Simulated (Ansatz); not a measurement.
Method: Ansatz 0.2.0, DFT PBE, scalar-relativistic, plane waves, PAW. All cells share a 420 eV cutoff and Γ-centred k meshes spaced at most about 0.3 Å⁻¹ (2π included). No spin polarisation in the final relaxations.

All energies are static (0 K, no zero-point motion). All come from trial cells, and lower structures may exist.

Task: Which of these relaxed structures of Be₂ZnSe₃ is the lowest in energy?
A.

```
Be Zn Se
1.0
     3.78997    0.00000    0.00000
    -1.89498    3.28221    0.00000
     0.00000    0.00000    9.34066
Be Zn Se
2 1 3
Cartesian
  0.0000 0.0000 0.0789
  1.8950 1.0941 3.0286
  0.0000 2.1881 6.1939
  0.0000 0.0000 7.1927
  0.0000 2.1881 3.7347
  1.8950 1.0941 0.7877
```

B.

```
Be Zn Se
1.0
    -1.88718    1.88718    8.12871
     1.88718   -1.88718    8.12871
     1.88718    1.88718   -8.12871
Be Zn Se
2 1 3
Direct
  0.67200 0.67200 0.00000
  0.32800 0.32800 0.00000
  0.00000 0.00000 0.00000
  0.25000 0.75000 0.50000
  0.90455 0.40455 0.50000
  0.59545 0.09545 0.50000
```

Result: B. It has Be and Zn ordered on zinc blende sites, space group I-4m2 (No. 119); the next, A, with Be and Zn ordered on zinc blende sites, space group P3m1 (No. 156), lies 15 meV/atom higher. Counting Se atoms around Be and Zn (those within 1.25 times the shortest such distance or 1.15 times the sum of covalent radii), the lowest and the next both have Be 4, Zn 4.

Cells relaxed within their symmetry can be saddle points. Some candidate types were left out of the draw beforehand, so a known form may be missing.
